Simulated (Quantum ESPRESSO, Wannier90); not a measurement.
# Tight-binding from DFT: CdCl2 (R-3m)

```xyz
3
Lattice="-1.9286 3.3404 0.0000 -3.8572 0.0000 0.0000 -1.9286 1.1135 6.1057" Properties=species:S:1:pos:R:3 pbc="T T T"
Cd     0.0000     0.0000     0.0000
Cl    -1.9286     1.1135     1.4418
Cl     1.9286    -1.1135    -1.4418
```

Structure: Materials Project mp-22881, symmetrised, not relaxed again. COD (Crystallography Open Database) has an entry of this formula and space group (matched by these alone). Computed values, not measurements, from PBEsol: Quantum ESPRESSO (norm-conserving PseudoDojo potentials, cutoff 82 Ry, spinors with spin-orbit coupling) on a Γ-centred 6×6×6 mesh, then Wannier90. Density: 10×10×10 mesh, cold smearing 0.01 Ry. The cell is built of weakly bound layers, chains or molecules, whose nearest atoms lie 3.92 Å apart. Database cells relaxed without dispersion often hold them too far apart, which can enlarge gaps and weakens couplings between them; spacing and stacking were not compared with the measured crystal.

Bands 9-12,23-34 form an isolated set from -13.62 to 0.00 eV relative to the valence-band maximum (on the path) and are turned into 16 Wannier functions by minimising the spread from the start: SCDM (isolated). Bands 13–16 (Cd 4d 95 %), 17–22 (Cd 4d 95 %) lie between the kept ones and are excluded.

Centres (Cartesian, Å; one of the equivalent choices) and spreads:

| n | x | y | z | spread (Å²) | nearest atom |
|---|---|---|---|---|---|
| 1 | -1.505 | 0.870 | 1.145 | 1.333 | Cl2 |
| 2 | 2.352 | -0.869 | -1.146 | 1.333 | Cl3 |
| 3 | -1.928 | 1.602 | 1.146 | 1.333 | Cl2 |
| 4 | 1.506 | -0.869 | -1.145 | 1.333 | Cl3 |
| 5 | -1.930 | 1.112 | 1.782 | 1.357 | Cl2 |
| 6 | 1.928 | -1.115 | -1.782 | 1.357 | Cl3 |
| 7 | -2.351 | 0.870 | 1.142 | 1.332 | Cl2 |
| 8 | 1.929 | -1.601 | -1.143 | 1.333 | Cl3 |
| 9 | 1.506 | -0.869 | -1.144 | 1.333 | Cl3 |
| 10 | 0.000 | -1.739 | 1.145 | 1.333 | Cl2 |
| 11 | 1.506 | 0.869 | 1.144 | 1.333 | Cl2 |
| 12 | 0.000 | 1.739 | -1.144 | 1.333 | Cl3 |
| 13 | -1.506 | -0.869 | -1.144 | 1.333 | Cl3 |
| 14 | 1.929 | -1.113 | -1.782 | 1.357 | Cl3 |
| 15 | 0.423 | -2.471 | 1.144 | 1.333 | Cl2 |
| 16 | -1.929 | 1.113 | 1.782 | 1.357 | Cl2 |

Ω_I = 19.45 Å², Ω_total = 21.42 Å²; the interpolated bands follow pw.x to 0.8 meV rms on the path. It is the lowest total spread that any start reached here.
